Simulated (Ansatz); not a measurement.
Al:
```cif
data_Al11
_chemical_formula_sum 'Al11'
_space_group_name_H-M_alt 'P-3m1'
_space_group_IT_number 164
_space_group_name_Hall '-P 3 2"'
_cell_length_a 2.85073
_cell_length_b 2.85073
_cell_length_c 25.82386
_cell_angle_alpha 90.000
_cell_angle_beta 90.000
_cell_angle_gamma 120.000
loop_
_atom_site_label
_atom_site_type_symbol
_atom_site_symmetry_multiplicity
_atom_site_Wyckoff_symbol
_atom_site_fract_x
_atom_site_fract_y
_atom_site_fract_z
_atom_site_occupancy
Al1 Al 2 d 0.66667 0.33333 0.13737 1
Al2 Al 2 d 0.33333 0.66667 0.04607 1
Al3 Al 2 c 0.00000 0.00000 0.22788 1
Al4 Al 2 d 0.33333 0.66667 0.31862 1
Al5 Al 2 d 0.66667 0.33333 0.40930 1
Al6 Al 1 b 0.00000 0.00000 0.50000 1
```

Relaxed at zero pressure with PBE (plane waves, PAW; program Ansatz).

Q: The volume is raised by 6 % and shape and atoms relax at that volume. What pressure results, and how do the axes share the change?

A: -4.0 GPa; a 1.8 %, b 1.8 %, c 2.2 %; the energy rises by 13 meV/atom.

Q: Give the new structure.

A: 
Space group P-3m1 (No. 164); a = b = 2.903 Å, c = 26.399 Å, α = β = 90.00°, γ = 120.00°

| atom | site | symmetry | x | y | z |
|---|---|---|---|---|---|
| Al | 2d | 3m. | 0.6667 | 0.3333 | 0.1376 |
| Al | 2d | 3m. | 0.3333 | 0.6667 | 0.0462 |
| Al | 2c | 3m. | 0.0000 | 0.0000 | 0.2280 |
| Al | 2d | 3m. | 0.3333 | 0.6667 | 0.3187 |
| Al | 2d | 3m. | 0.6667 | 0.3333 | 0.4093 |
| Al | 1b | -3m. | 0.0000 | 0.0000 | 0.5000 |

The phase is kept; no other phase was compared at this pressure.

The start of the workflow was typed in or built on a structure type; neither database checked (COD, Materials Project) lists it. It is not the phase usual at ambient conditions (space group No. 225). The cell was relaxed with PBE under the symmetry of its start; its stability against distortions is not shown here. Axis ratios of metals converge slowly with the k-mesh, so a and c are less sure than the volume.

Potentials: the earlier of the program's two PAW sets.
